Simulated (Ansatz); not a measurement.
A change and its effect: HfC (Fm-3m)

```yaml
crystal:
  lattice:
    - [0.00000, 2.30366, 2.30366]
    - [2.30366, 0.00000, 2.30366]
    - [2.30366, 2.30366, 0.00000]
  atoms:
    - { symbol: Hf, position: [0.50000, 0.50000, 0.50000] }
    - { symbol: C, position: [0.00000, 0.00000, 0.00000] }
```

The conventional cell has a = 4.607 Å, b = 4.607 Å, c = 4.607 Å, α = 90.00°, β = 90.00°, γ = 90.00°. Hf (atom 1) is surrounded by 6 C at 2.30 Å. C (atom 2) has 6 Hf at 2.30 Å as nearest neighbours.

Level of theory, where no other is named: PBEsol, PAW on Ansatz 0.2.0's default frozen-core files (fitted under PBE), scalar-relativistic. k mesh 16×16×16, strains of ±0.005, Fermi-Dirac smearing of 0.050 eV, cutoff 420 eV. The cell was relaxed by PAW under this functional.

With these settings the run gives C11 = 530.1, C44 = 168.1 GPa and B_V = 247.8 GPa (relaxed ions).

Problem. The run is repeated in the same cell with basis.ecutwfc from its default to 14.7 Ry. What moves, and by how much?

Solution. C11: -30.1 %; C44: -17.4 %; B_V: -35.71 %. These settings are too loose or unsuited for a converged value. The cell isn't relaxed anew, and its pressure at the new settings is -8.9 GPa; in its own relaxed cell the change can differ in size and sign.

Keep in mind: frozen-core PAW files fitted under PBE, their cores solved anew for the functional of the run; responses of metals move with mesh and smearing; no spin-orbit coupling on heavy atoms; cell far from its zero-pressure volume under this functional; basis or tolerance not converged.
